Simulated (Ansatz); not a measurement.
**Cs2Li3B5O10: ¹⁷O NMR of the central transition**

Cell: an entry of the Crystallography Open Database (COD), ions relaxed with PBE at fixed cell.

```cif
data_Cs2Li3B5O10
_symmetry_space_group_name_H-M 'C222_1'
_symmetry_Int_Tables_number 20
_cell_length_a 7.2256
_cell_length_b 11.6583
_cell_length_c 12.7817
_cell_angle_alpha 90.000
_cell_angle_beta 90.000
_cell_angle_gamma 90.000
loop_
_atom_site_label
_atom_site_type_symbol
_atom_site_symmetry_multiplicity
_atom_site_Wyckoff_symbol
_atom_site_fract_x
_atom_site_fract_y
_atom_site_fract_z
Cs1 Cs 4 a 0.7066 0.0000 0.5000
Cs3 Cs 4 b 0.5000 0.7263 0.2500
Li5 Li 8 c 0.6288 0.1917 0.0444
Li9 Li 4 b 0.5000 0.1746 0.2500
B11 B 4 b 0.5000 0.4031 0.2500
B13 B 8 c 0.7208 0.9921 0.1646
B17 B 8 c 0.6283 0.3261 0.4212
O21 O 8 c 0.6173 0.2555 0.5031
O25 O 8 c 0.2792 0.0976 0.5885
O29 O 8 c 0.1646 0.9766 0.2490
O33 O 8 c 0.4949 0.3252 0.3423
O37 O 8 c 0.6153 0.0841 0.1522
```

One atom of each set is listed; the run and its k-mesh use a cell of 40 atoms with edges of 6.86, 6.86, 12.78 Å.

Method: Kohn–Sham DFT in Ansatz, PBE, plane waves and PAW, scalar-relativistic, 420 eV cutoff, Γ-centred 4×4×2 k-points, Fermi–Dirac smearing 0.02 eV.

¹⁷O has I = 5/2 and Q = -25.58 mb (Pyykkö 2018); at 11.7 T its Larmor frequency is ν₀ = 67.6 MHz. Only the quadrupole interaction is simulated: positions count from each site's isotropic chemical shift, and J coupling is left out, as are shift anisotropy and dipolar coupling, which fast spinning averages.

(1) Give C_Q, η, the quadrupolar product P_Q = |C_Q|(1 + η²/3)^½, the second-order isotropic shift and the breadth of the pattern (fast magic-angle spinning) for each O site.

## Answers

(1) 

| site | first shell | C_Q (MHz) | η | P_Q (MHz) | δ_QIS (ppm) | breadth (kHz) |
| --- | --- | --- | --- | --- | --- | --- |
| O21 | 1 B at 1.33 Å, 2 Li at 2.01–2.02 Å; also 2 Cs at 3.05–3.27 Å | 3.53 | 0.30 | 3.59 | -16.9 | 2.62 |
| O25 | 2 B at 1.41–1.43 Å, 1 Li at 2.13 Å; also 1 Cs at 3.32 Å | -4.90 | 0.59 | 5.17 | -35.2 | 5.51 |
| O29 | 2 B at 1.39–1.47 Å, angle 124°; also 2 Cs at 3.14–3.33 Å, 1 Li at 3.35 Å | -5.14 | 0.47 | 5.33 | -37.3 | 5.85 |
| O33 | 2 B at 1.39–1.49 Å, 2 Li at 2.12–2.31 Å | -4.84 | 0.13 | 4.86 | -31.0 | 4.66 |
| O37 | 1 B at 1.33 Å, 2 Li at 1.84–1.87 Å; also 1 Cs at 3.19 Å | 3.81 | 0.49 | 3.96 | -20.6 | 3.23 |

δ_QIS = −(ν_Q²/30ν₀²)[I(I+1) − 3/4](1 + η²/3) × 10⁶ ppm with ν_Q = 3|C_Q|/[2I(2I−1)]; it falls as 1/B₀² in ppm, and the breadth as 1/B₀ in kHz.

At O29 V_zz runs parallel to the line that joins its two neighbours (within 2°).

The relaxation (6 steps) took 9.8 min of wall time (9.8 min of CPU time) and 1.4 GiB at its peak, on 1 thread of Arm Neoverse V1 (aarch64; 8 cores open to the job, memory cap 3.0 GiB, no GPU), a shared host with a load of 0.3 a core.
